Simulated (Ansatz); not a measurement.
## MgTl (Pm-3m): from strained cells to moduli

```
CELL_PARAMETERS angstrom
3.61868 0.00000 0.00000
0.00000 3.61868 0.00000
0.00000 0.00000 3.61868
ATOMIC_POSITIONS crystal
Mg 0.00000 0.00000 0.00000
Tl 0.50000 0.50000 0.50000
```

The conventional cell has a = 3.619 Å, b = 3.619 Å, c = 3.619 Å, α = 90.00°, β = 90.00°, γ = 90.00°. Around Mg (atom 1) lie 8 Tl at 3.13 Å. Tl (atom 2) has 8 Mg at 3.13 Å as nearest neighbours.

Level of theory, where no other is named: PBEsol, all-electron LAPW in Ansatz 0.2.0, scalar-relativistic. k mesh 14×14×14, Fermi-Dirac smearing of 0.100 eV, basis error target 1 meV/atom. The cell was relaxed by PAW under this functional.

The cell is cubic and carries a residual pressure of -0.05 GPa at this level. Each strain component that symmetry leaves independent is applied at ±0.003 and ±0.006, the ions relax wherever a strain frees them, and the stress (tension positive, GPa) is read. Shears are engineering strains, γ = 2ε.

| strain | size | σxx | σyy | σzz | σyz | σxz | σxy |
| --- | --- | --- | --- | --- | --- | --- | --- |
| xx | -0.006 | -0.2427 | -0.1752 | -0.1752 | 0.0000 | 0.0000 | 0.0000 |
| xx | -0.003 | -0.0939 | -0.0638 | -0.0638 | 0.0000 | 0.0000 | 0.0000 |
| xx | +0.003 | 0.1782 | 0.1569 | 0.1569 | 0.0000 | 0.0000 | 0.0000 |
| xx | +0.006 | 0.2998 | 0.2670 | 0.2670 | 0.0000 | 0.0000 | 0.0000 |
| yz | -0.006 | 0.0462 | 0.0450 | 0.0450 | -0.0527 | 0.0000 | 0.0000 |
| yz | -0.003 | 0.0466 | 0.0463 | 0.0463 | -0.0264 | 0.0000 | 0.0000 |
| yz | +0.003 | 0.0466 | 0.0463 | 0.0463 | 0.0264 | 0.0000 | 0.0000 |
| yz | +0.006 | 0.0462 | 0.0450 | 0.0450 | 0.0527 | 0.0000 | 0.0000 |

The slope is [8(σ(+δ) − σ(−δ)) − (σ(+2δ) − σ(−2δ))]/(12δ), and the program imposes the crystal's symmetry on the matrix.

Q: What are the independent elastic constants?

A: C11 = 45.4, C12 = 36.7, C44 = 8.8 GPa.

Q: Do they meet the Born conditions?

A: C11 − C12 = 8.6, C11 + 2C12 = 118.9 and C44 = 8.8 GPa must all be positive, so the crystal is elastically stable; that says nothing yet of its phonons.

Q: What moduli does a random aggregate of grains have?

A: B = (C11 + 2C12)/3 = 39.6 GPa. G_V = (C11 − C12 + 3C44)/5 = 7.0 and G_R = 5(C11 − C12)C44/(4C44 + 3(C11 − C12)) = 6.2, so G_H = 6.6 GPa. Then E = 9BG/(3B + G) = 18.8 GPa, ν = (3B − 2G)/(6B + 2G) = 0.421 and B/G = 5.99, on the ductile side of Pugh's 1.75 (a rule of thumb).

Q: With the density of 8.014 g/cm³, how fast does sound travel, and what Debye temperature follows?

A: 

```tsv
direction	slow (m/s)	middle (m/s)	fast (m/s)
[100]	1047	1047	2380
[110]	734	1047	2494
[111]	852	852	2531
```

The mean of v⁻³ over directions and branches gives v_m = 1026 m/s and θ_D = (ħ/k_B) v_m (6π²n)^(1/3) = 106 K, n being atoms per volume. Young's modulus spans 13 to 25 GPa over directions, and the universal anisotropy index is 0.63.

Q: How far do the constants move if PAW replaces LAPW in the same cell?

A: 

```
constant  LAPW (GPa)  PAW (GPa)  difference
     C11        45.4       45.3        -0.1
     C12        36.7       36.8         0.1
     C44         8.8        8.8         0.0
```

Caveats: responses of metals move with mesh and smearing; no spin-orbit coupling on heavy atoms; the frozen-core PAW files of the compared runs were fitted under PBE, their cores solved anew for this functional.
